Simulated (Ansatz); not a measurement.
B$_{2}$Ru:
Space group P6/mmm (No. 191); a = 3.0149 Å, b = 3.0149 Å, c = 3.2576 Å, α = 90.00°, β = 90.00°, γ = 120.00°

| atom | site | symmetry | x | y | z |
|---|---|---|---|---|---|
| Ru | 1a | 6/mmm | 0.0000 | 0.0000 | 0.0000 |
| B | 2d | -6m2 | 0.3333 | 0.6667 | 0.5000 |

This is the r²SCAN-relaxed structure.

Task: All from the program Ansatz at the r²SCAN level (PAW), unless another level is named. Predict the electronic character.

Result: metallic (no gap).

Task: Next, the density of states at the Fermi level?

Result: 0.59 states/eV per atom (mean over ±0.08 eV).

Task: What about the gap with spin–orbit coupling?

Result: none (metallic).

The cell is a constructed one: a structure type filled with these elements; neither database checked (COD, Materials Project) lists it. COD files the formula under space group No. 59. Whether it is the stable phase at ambient conditions was not checked. The cell was relaxed with r²SCAN under the symmetry of its start; whether a distortion lowers the energy is not shown. The run is not spin-polarised. Scalar-relativistic: spin–orbit coupling is off unless named, which matters more the heavier the elements.

Potentials: the earlier of the program's two PAW sets.
